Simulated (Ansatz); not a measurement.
MgI₂ (CdI2 type, P-3m1) under volume change, plane-wave PAW PBE+D3(BJ) (Ansatz code), shape and atoms relaxed at each volume.

```tsv
V (Å³/atom)	E − E(relaxed) (meV/atom)	P (GPa)
30.528	18.3	2.22
31.535	___	___
32.541	1.7	0.56
33.547	0.0	0.00
34.554	1.4	-0.43
35.560	4.8	-0.69
36.567	___	___
```

Q: Complete the blanks.

A: 
- 31.535, E − E(relaxed) (meV/atom): 7.4
- 31.535, P (GPa): 1.29
- 36.567, E − E(relaxed) (meV/atom): 9.7
- 36.567, P (GPa): -0.86

Q: What does a third-order Birch–Murnaghan fit give for V₀, B₀ and B′?

A: V₀ = 33.54 Å³/atom, B₀ = 15.6 GPa, B′ = 9.4.

The cell was relaxed with PBE+D3(BJ) under the symmetry of its start; phonons on a q-mesh show no instability. Scalar-relativistic: spin–orbit coupling is off unless named, which matters more the heavier the elements.

Potentials: the later of the program's two PAW sets.
